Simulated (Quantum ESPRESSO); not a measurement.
# Si2AsO5N: finding a planted mistake in a log

Simulated, not a measurement. The program is pw.x of Quantum ESPRESSO 7.5 (plane-wave density functional theory). The cell is made up: 9 atoms on a quartz lattice, with randomly drawn elements, strain and displacements, not relaxed. PseudoDojo standard norm-conserving files (v0.5 for PBE, v0.4.1 for LDA and PBEsol) set the functional; there is no spin polarisation, spin-orbit coupling or dispersion term, and the masses in the input are unused placeholders.

Intended input:

```
&control calculation='scf', pseudo_dir='./dojo.nc.sr.pbe.v0_5.standard.upf', outdir='./o', disk_io='low', tprnfor=.true., tstress=.true. /
&system ibrav=0, nat=9, ntyp=4, nbnd=35, ecutwfc=84.00895049, nosym=.true., tot_charge=0,
 occupations='smearing', smearing='fd', degauss=0.0018374661
/
&electrons conv_thr=7.350e-09, electron_maxstep=60, /
ATOMIC_SPECIES
As 1.0 As.upf
N 1.0 N.upf
O 1.0 O.upf
Si 1.0 Si.upf
CELL_PARAMETERS angstrom
5.0756 0.0 0.0
-2.5378 4.3956 0.0
0.0 0.0 5.571
ATOMIC_POSITIONS angstrom
Si 2.327 -0.0246 3.6659
As -1.3468 1.9812 1.855
Si 1.2806 2.211 -0.0146
O 1.414 1.0907 4.3514
O 3.3198 0.6588 2.5484
O 2.8608 2.565 0.8199
O 0.3528 1.73 1.1461
N -1.0481 3.1923 3.085
O 0.9008 3.6999 4.9835
K_POINTS automatic
5 5 4 1 1 1
```

The log is shortened where brackets say so; the opening notice, blank lines, dates and the lines on written files are dropped, and the path of the files is cut. It prints rydbergs, bohrs and kilobars, and counts compression as positive stress. Where no state is partly filled, the Fermi energy that it prints is only some level between the filled and the empty states on the mesh, and need not lie in the true gap.

Log of the intended run:

```
     Program PWSCF v.7.5
     Parallel version (MPI & OpenMP), running on       4 processor cores
     Number of MPI processes:                 4
     Threads/MPI process:                     1
     [start-up lines left out]
     bravais-lattice index     =            0
     lattice parameter (alat)  =       9.5915  a.u.
     unit-cell volume          =     838.7554 (a.u.)^3
     number of atoms/cell      =            9
     number of atomic types    =            4
     number of electrons       =        58.00
     number of Kohn-Sham states=           35
     kinetic-energy cutoff     =      84.0090  Ry
     charge density cutoff     =     336.0358  Ry
     scf convergence threshold =      7.3E-09
     mixing beta               =       0.7000
     number of iterations used =            8  plain     mixing
     Exchange-correlation= PBE
                           (   1   4   3   4   0   0   0)
     [axes and pseudopotential details left out]
   Cartesian axes
     site n.     atom                  positions (alat units)
         1        Si     tau(   1) = (   0.4584680  -0.0048467   0.7222594  )
         2        As     tau(   2) = (  -0.2653479   0.3903381   0.3654740  )
         3        Si     tau(   3) = (   0.2523051   0.4356135  -0.0028765  )
         4        O      tau(   4) = (   0.2785878   0.2148909   0.8573174  )
         5        O      tau(   5) = (   0.6540705   0.1297975   0.5020884  )
         6        O      tau(   6) = (   0.5636378   0.5053590   0.1615376  )
         7        O      tau(   7) = (   0.0695090   0.3408464   0.2258058  )
         8        N      tau(   8) = (  -0.2064978   0.6289503   0.6078099  )
         9        O      tau(   9) = (   0.1774766   0.7289582   0.9818544  )
     number of k points=    50  Fermi-Dirac smearing, width (Ry)=  0.0018
                       cart. coord. in units 2pi/alat
        k(    1) = (   0.1000000   0.1732050   0.1138844), wk =   0.0400000
        k(    2) = (   0.1000000   0.1732050   0.3416532), wk =   0.0400000
     [further k points left out]
     Dense  grid:    87235 G-vectors     FFT dimensions: (  60,  60,  64)
     Estimated max dynamical RAM per process >     192.23 MB
     Estimated total dynamical RAM >     705.04 MB
     Initial potential from superposition of free atoms
     starting charge      57.9985, renormalised to      58.0000
     Starting wfcs are   41 randomized atomic wfcs
     total cpu time spent up to now is        5.4 secs
     per-process dynamical memory:   145.4 Mb
     Self-consistent Calculation
     iteration #  1     ecut=    84.01 Ry     beta= 0.70
     Davidson diagonalization with overlap
     ethr =  1.00E-02,  avg # of iterations =  3.0
     total cpu time spent up to now is       17.3 secs
     total energy              =    -414.13591588 Ry
     estimated scf accuracy    <       2.75914048 Ry
     iteration #  2     ecut=    84.01 Ry     beta= 0.70
     Davidson diagonalization with overlap
     ethr =  4.76E-03,  avg # of iterations =  3.0
     total cpu time spent up to now is       28.5 secs
     total energy              =    -414.87572255 Ry
     estimated scf accuracy    <       2.16753909 Ry
     [iterations 3 to 9 left out]
     iteration # 10     ecut=    84.01 Ry     beta= 0.70
     Davidson diagonalization with overlap
     ethr =  1.97E-09,  avg # of iterations =  2.0
     total cpu time spent up to now is      108.1 secs
     total energy              =    -415.31547829 Ry
     estimated scf accuracy    <       0.00000008 Ry
     iteration # 11     ecut=    84.01 Ry     beta= 0.70
     Davidson diagonalization with overlap
     ethr =  1.45E-10,  avg # of iterations =  2.3
     total cpu time spent up to now is      117.3 secs
     End of self-consistent calculation
     [lines on levels left out]
     the Fermi energy is     5.5973 ev
!    total energy              =    -415.31547831 Ry
     estimated scf accuracy    <          7.3E-09 Ry
     smearing contrib. (-TS)   =       0.00000000 Ry
     internal energy E=F+TS    =    -415.31547831 Ry
     The total energy is F=E-TS. E is the sum of the following terms:
     one-electron contribution =    -284.06199160 Ry
     hartree contribution      =     169.46489133 Ry
     xc contribution           =    -102.68149455 Ry
     ewald contribution        =    -198.03688350 Ry
     convergence has been achieved in  11 iterations
     Forces acting on atoms (cartesian axes, Ry/au):
     atom    1 type  4   force =     0.09826388   -0.05502000    0.10695736
     atom    2 type  1   force =     0.48381091    0.15824366    0.34079384
     atom    3 type  4   force =     0.04824232    0.08440654   -0.08598836
     atom    4 type  3   force =     0.00570825    0.06586409    0.06172179
     atom    5 type  3   force =    -0.04672315   -0.23532820    0.08353072
     atom    6 type  3   force =    -0.38390809    0.15191130   -0.43683070
     atom    7 type  3   force =    -0.08030541   -0.04973832    0.06114951
     atom    8 type  2   force =    -0.08844173   -0.13967071   -0.08255735
     atom    9 type  3   force =    -0.03664697    0.01933164   -0.04877680
     Total force =     0.949279     Total SCF correction =     0.000225
     Computing stress (Cartesian axis) and pressure
          total   stress  (Ry/bohr**3)                   (kbar)     P=      117.76
   0.00048051   0.00011138   0.00028327           70.69       16.39       41.67
   0.00011138   0.00099693  -0.00078135           16.39      146.65     -114.94
   0.00028327  -0.00078135   0.00092412           41.67     -114.94      135.94
     init_run     :      5.16s CPU      5.35s WALL (       1 calls)
     electrons    :    111.26s CPU    111.90s WALL (       1 calls)
     forces       :      1.42s CPU      1.45s WALL (       1 calls)
     stress       :      4.87s CPU      4.87s WALL (       1 calls)
     [timing details left out]
     PWSCF        :   2m 2.88s CPU   2m 3.79s WALL
     JOB DONE.
```

A second run was made from an input with one planted mistake. Its log:

```
     Program PWSCF v.7.5
     Parallel version (MPI & OpenMP), running on       4 processor cores
     Number of MPI processes:                 4
     Threads/MPI process:                     1
     [start-up lines left out]
     bravais-lattice index     =            0
     lattice parameter (alat)  =       9.5915  a.u.
     unit-cell volume          =     838.7554 (a.u.)^3
     number of atoms/cell      =            9
     number of atomic types    =            4
     number of electrons       =        57.00
     number of Kohn-Sham states=           35
     kinetic-energy cutoff     =      84.0090  Ry
     charge density cutoff     =     336.0358  Ry
     scf convergence threshold =      7.3E-09
     mixing beta               =       0.7000
     number of iterations used =            8  plain     mixing
     Exchange-correlation= PBE
                           (   1   4   3   4   0   0   0)
     [axes and pseudopotential details left out]
   Cartesian axes
     site n.     atom                  positions (alat units)
         1        Si     tau(   1) = (   0.4584680  -0.0048467   0.7222594  )
         2        As     tau(   2) = (  -0.2653479   0.3903381   0.3654740  )
         3        Si     tau(   3) = (   0.2523051   0.4356135  -0.0028765  )
         4        O      tau(   4) = (   0.2785878   0.2148909   0.8573174  )
         5        O      tau(   5) = (   0.6540705   0.1297975   0.5020884  )
         6        O      tau(   6) = (   0.5636378   0.5053590   0.1615376  )
         7        O      tau(   7) = (   0.0695090   0.3408464   0.2258058  )
         8        N      tau(   8) = (  -0.2064978   0.6289503   0.6078099  )
         9        O      tau(   9) = (   0.1774766   0.7289582   0.9818544  )
     number of k points=    50  Fermi-Dirac smearing, width (Ry)=  0.0018
                       cart. coord. in units 2pi/alat
        k(    1) = (   0.1000000   0.1732050   0.1138844), wk =   0.0400000
        k(    2) = (   0.1000000   0.1732050   0.3416532), wk =   0.0400000
     [further k points left out]
     Dense  grid:    87235 G-vectors     FFT dimensions: (  60,  60,  64)
     Estimated max dynamical RAM per process >     192.23 MB
     Estimated total dynamical RAM >     705.04 MB
     Initial potential from superposition of free atoms
     starting charge      57.9985, renormalised to      57.0000
     Starting wfcs are   41 randomized atomic wfcs
     total cpu time spent up to now is        6.2 secs
     per-process dynamical memory:   145.4 Mb
     Self-consistent Calculation
     iteration #  1     ecut=    84.01 Ry     beta= 0.70
     Davidson diagonalization with overlap
     ethr =  1.00E-02,  avg # of iterations =  3.0
     total cpu time spent up to now is       17.3 secs
     total energy              =    -414.42284092 Ry
     estimated scf accuracy    <       2.84111829 Ry
     iteration #  2     ecut=    84.01 Ry     beta= 0.70
     Davidson diagonalization with overlap
     ethr =  4.98E-03,  avg # of iterations =  2.0
     total cpu time spent up to now is       28.0 secs
     total energy              =    -415.02053766 Ry
     estimated scf accuracy    <       2.46213110 Ry
     [iterations 3 to 12 left out]
     iteration # 13     ecut=    84.01 Ry     beta= 0.70
     Davidson diagonalization with overlap
     ethr =  1.13E-10,  avg # of iterations =  2.0
     total cpu time spent up to now is      132.9 secs
     total energy              =    -415.58169103 Ry
     estimated scf accuracy    <       0.00000001 Ry
     iteration # 14     ecut=    84.01 Ry     beta= 0.70
     Davidson diagonalization with overlap
     ethr =  1.89E-11,  avg # of iterations =  2.0
     total cpu time spent up to now is      143.0 secs
     End of self-consistent calculation
     [lines on levels left out]
     the Fermi energy is     3.0002 ev
!    total energy              =    -415.58169103 Ry
     estimated scf accuracy    <          5.8E-09 Ry
     smearing contrib. (-TS)   =      -0.00161410 Ry
     internal energy E=F+TS    =    -415.58007693 Ry
     The total energy is F=E-TS. E is the sum of the following terms:
     one-electron contribution =    -284.10226067 Ry
     hartree contribution      =     168.32549225 Ry
     xc contribution           =    -101.76642501 Ry
     ewald contribution        =    -198.03688350 Ry
     convergence has been achieved in  14 iterations
     Forces acting on atoms (cartesian axes, Ry/au):
     atom    1 type  4   force =     0.15707346    0.05307879    0.16386952
     atom    2 type  1   force =     0.45979332    0.06734226    0.22811571
     atom    3 type  4   force =     0.06205871    0.06142940   -0.07173623
     atom    4 type  3   force =     0.00228385    0.05100093    0.04516065
     atom    5 type  3   force =    -0.05000179   -0.23377878    0.09783963
     atom    6 type  3   force =    -0.36570841    0.16436558   -0.40928273
     atom    7 type  3   force =    -0.10767967   -0.04089818    0.09235210
     atom    8 type  2   force =    -0.09946811   -0.14419503   -0.06636751
     atom    9 type  3   force =    -0.05835136    0.02165505   -0.07995113
     Total force =     0.895483     Total SCF correction =     0.000210
     Computing stress (Cartesian axis) and pressure
          total   stress  (Ry/bohr**3)                   (kbar)     P=       -7.20
  -0.00053002   0.00022737   0.00034991          -77.97       33.45       51.47
   0.00022737   0.00035580  -0.00067452           33.45       52.34      -99.22
   0.00034991  -0.00067452   0.00002742           51.47      -99.22        4.03
     init_run     :      5.75s CPU      6.00s WALL (       1 calls)
     electrons    :    136.07s CPU    136.85s WALL (       1 calls)
     forces       :      1.50s CPU      1.51s WALL (       1 calls)
     stress       :      5.10s CPU      5.10s WALL (       1 calls)
     [timing details left out]
     PWSCF        :   2m28.70s CPU   2m29.79s WALL
     JOB DONE.
```

Question: what was wrong in the second input?

Answer: the cell has the wrong charge. The input lines that differ, file-writing options aside:

```
- &system ibrav=0, nat=9, ntyp=4, nbnd=35, ecutwfc=84.00895049, nosym=.true., tot_charge=0,
+ &system ibrav=0, nat=9, ntyp=4, nbnd=35, ecutwfc=84.00895049, nosym=.true., tot_charge=1,
```

```
                                            intended run  run with the mistake
                          free energy (eV)     -5650.655             -5654.277
                    smearing term -TS (eV)        0.0000               -0.0220
                            pressure (GPa)         11.78                 -0.72
            largest force component (eV/Å)        12.439                11.822
largest change of a force component (eV/Å)                               2.897
                                iterations            11                    14
```

For scale, a rerun of the intended cell at a cutoff of 1437 eV and k mesh 7 x 7 x 6 moved values by no more than 0.004 eV in energy, 0.02 GPa in stress and 0.002 eV/Å in force. The charged cell sits in a uniform background, so its energy and stress rest on the program's zero of potential.